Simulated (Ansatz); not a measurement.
AlRu:
```yaml
crystal:
  lattice:
    - [1.47421, -4.54289, 0.00000]
    - [1.47421, 4.54289, 0.00000]
    - [0.00000, 0.00000, 4.08894]
  atoms:
    - { symbol: Al, position: [0.59290, 0.40710, 0.25000] }
    - { symbol: Ru, position: [0.86334, 0.13666, 0.25000] }
    - { symbol: Al, position: [0.40710, 0.59290, 0.75000] }
    - { symbol: Ru, position: [0.13666, 0.86334, 0.75000] }
```

Relaxed with PBEsol. Special points in fractions of this cell's reciprocal vectors: Γ (0.000, 0.000, 0.000); Y (-0.500, 0.500, 0.000); C0 (-0.276, 0.724, 0.000); Σ0 (0.276, 0.276, 0.000); Z (0.000, 0.000, 0.500); A0 (0.276, 0.276, 0.500); E0 (-0.276, 0.724, 0.500); T (-0.500, 0.500, 0.500); S (0.000, 0.500, 0.000); R (0.000, 0.500, 0.500).

Task: List the band energies nearest the Fermi level at these points for plane-wave PAW PBEsol with spin–orbit coupling (Ansatz code).

Result: In eV from the Fermi level; about four levels below and three above (degenerate sets whole), none deeper than 8.9 eV; points with the same levels are listed once.

| k | below | above |
|---|---|---|
| Γ | -0.58 -0.58 -0.44 -0.44 | 0.23 0.23 3.02 3.02 |
| Y | -1.10 -1.10 -0.16 -0.16 | 0.13 0.13 3.26 3.26 |
| C0 | -1.30 -1.30 -0.12 -0.12 | 1.10 1.10 2.24 2.24 |
| Z | -1.49 -1.49 -1.49 -1.49 | 0.17 0.17 0.17 0.17 |
| A0 | -1.20 -1.20 -1.18 -1.18 | 0.46 0.46 0.47 0.47 |
| T | -0.55 -0.55 -0.55 -0.55 | 1.00 1.00 1.00 1.00 |
| S | -0.19 -0.19 -0.06 -0.06 | 1.25 1.25 2.18 2.18 |
| R | -1.15 -1.15 -1.15 -1.15 | 0.68 0.68 0.68 0.68 |

Space group Cmcm. The start of the workflow was typed in or built on a structure type; neither database checked (COD, Materials Project) lists it. COD files the formula under space group No. 221, so this cell is another polymorph or a model. Whether it is the stable phase at ambient conditions was not checked. Symmetry was held in the PBEsol relaxation; of distortions, only those at the zone centre were tested. No spin polarisation was allowed.

Potentials: the later of the program's two PAW sets.
